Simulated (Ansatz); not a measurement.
Q: Name crystals whose computed values (the program Ansatz at the r²SCAN level (PAW)) fall in these windows: Θ_D (K) 530 to 760; G_Hill (GPa) 270 to 340.

A: 

```
crystal                       Θ_D (K)  G_Hill (GPa)
----------------------------  -------  ------------
WC, P-6m2 (W on 1a, C on 1f)      658           298
```
Others may fit too.

The cell was relaxed under the symmetry of its start. Rows with no word on spin ran without spin polarisation. Spin–orbit coupling is left out wherever it is not named.

Potentials: the later of the program's two PAW sets.
